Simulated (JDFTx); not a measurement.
Cd(1 0 -1 0) slab cut from bulk Cd (space group P6_3/mmc, indices of the conventional cell, lattice of the Materials Project entry mp-94, not re-optimised): 6 atoms in 6 planes, a 1x1 cell of 17.41 Å² (|a| = 2.958, |b| = 5.886 Å), 6.3 Å between the outermost planes, cell height 22.0 Å, 8×4×1 k mesh, Fermi smearing 0.01 Ha, no spin polarisation.

Level of theory: PBE, GBRV ultrasoft potentials, plane waves to 20/100 Ha; code: JDFTx (a modified build). Liquid on both sides: nonlinear PCM (GLSSA13), water, 1 M NaF; nuclei fixed, outer atoms relaxed in vacuum. The electron chemical potential μ is absolute (zero in the bulk liquid) and is turned into a potential by U = −μ/e − 4.44 V vs SHE, a convention. This is a symmetric, unreconstructed model surface, and the continuum liquid cannot react with it. Convergence in thickness and k mesh wasn't tested for this slab.

```
U (V vs SHE)  μ (eV)  excess electrons per cell  σ (μC/cm², per face)              run
------------  ------  -------------------------  --------------------  ---------------
-1.10          -3.34                      0.129                  -6.0  fixed potential
-0.79          -3.65                      0.000                   0.0          neutral
-0.65          -3.79                     -0.059                   2.7  fixed potential
-0.50          -3.94                        [?]                   [?]  fixed potential
```

### Question
Fill in the missing entries, row by row.

### Answer

- -0.50, excess electrons per cell: -0.121
- -0.50, σ (μC/cm², per face): 5.5
